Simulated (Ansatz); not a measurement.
GaCl3:
```
GaCl3
1.0
   -6.52593     0.00000     0.00000
   -3.26178    -1.96469    -5.55253
   -3.26255    -5.80244     0.00000
Ga Cl
2 6
Cartesian
 -3.26198  -1.53601  -0.51014
 -9.78829  -6.23112  -5.04239
 -8.13447  -1.96567  -5.55182
 -4.91580  -5.80145  -0.00071
 -6.52686  -2.77156  -0.99254
 -6.52340  -4.99557  -4.55999
 -9.78705  -5.76145  -2.99985
 -3.26321  -2.00567  -2.55268
```

Relaxed with LDA. Independent-particle spectrum: no excitons, no local fields, no scissors shift; 0.1 eV broadening; ε₁ of the summed bands alone.

Task: Tabulate the dielectric function from LDA in the plane-wave PAW code Ansatz.

Result: 

```
E (eV)  ε₁ xx  ε₂ xx  ε₁ yy  ε₂ yy  ε₁ zz  ε₂ zz
------  -----  -----  -----  -----  -----  -----
0.0      3.38   0.00   3.66   0.00   3.71   0.00
0.4      3.38   0.00   3.66   0.00   3.72   0.00
0.8      3.40   0.00   3.69   0.00   3.74   0.00
1.2      3.43   0.00   3.73   0.00   3.78   0.00
1.6      3.48   0.00   3.79   0.00   3.84   0.00
2.0      3.54   0.00   3.87   0.00   3.92   0.00
2.4      3.63   0.00   3.98   0.00   4.03   0.00
2.8      3.75   0.00   4.13   0.00   4.17   0.00
3.2      3.92   0.00   4.34   0.00   4.36   0.00
3.6      4.21   0.00   4.67   0.00   4.64   0.00
4.0      4.67   0.46   5.38   0.18   5.11   0.03
4.4      4.74   0.82   6.11   1.01   5.87   0.34
4.8      4.83   1.50   6.21   2.44   6.65   1.70
5.2      4.53   1.83   3.58   3.35   5.32   2.76
5.6      3.77   1.25   3.27   1.72   5.41   2.38
6.0      4.25   1.23   5.00   0.86   6.31   3.94
6.4      5.00   1.66   5.60   2.07   4.79   2.73
6.8      4.08   2.92   7.05   5.03   4.76   5.22
7.2      4.24   1.83   1.98   5.46   5.04   5.28
7.6      5.89   2.37   3.55   4.89   2.96   6.13
8.0      5.83   7.19   1.03   3.85   0.26   5.09
8.4      1.18   5.21   1.49   3.25   0.09   3.93
8.8      1.75   4.35   2.83   2.66   0.77   2.83
9.2      2.49   3.89   3.67   4.27   1.57   3.42
9.6      1.96   4.28   2.04   6.75   1.49   3.04
10.0     1.41   4.68  -0.38   4.99   0.95   4.02
10.4     0.03   4.42  -0.31   4.08   0.75   3.55
10.8     0.72   3.11  -0.09   3.38   0.32   3.21
11.2     0.42   3.67  -0.31   3.23   0.23   2.90
11.6    -0.20   3.90  -0.23   2.58   0.42   2.98
12.0    -0.46   3.06   0.05   2.84   0.01   3.33
```

Task: From ε at 4.8 eV (xx: 4.83 + 1.50i), find n, k, the normal reflectivity and the absorption coefficient.

Result: n = 2.22, k = 0.337, R = 15 %, α = 2kE/ħc = 160000 cm⁻¹.

With all bands, ε∞ without local fields is 3.43 (xx), 3.71 (yy), 3.76 (zz). DFPT, with local fields, gives 2.95 (xx), 3.27 (yy), 3.09 (zz).

Space group C2/m. The workflow started from a Materials Project entry (that database holds measured and hypothetical structures alike); the Crystallography Open Database files this formula in space group No. 12, but the cells were not matched. Its standing as an ambient phase is unchecked. Symmetry was held in the LDA relaxation; its stability against distortions is not shown here. A crystal of weakly bound molecules computed without a dispersion correction: the cell and the soft elastic constants depend strongly on that. Scalar-relativistic: spin–orbit coupling is off unless named, which matters more the heavier the elements.

Potentials: the later of the program's two PAW sets.
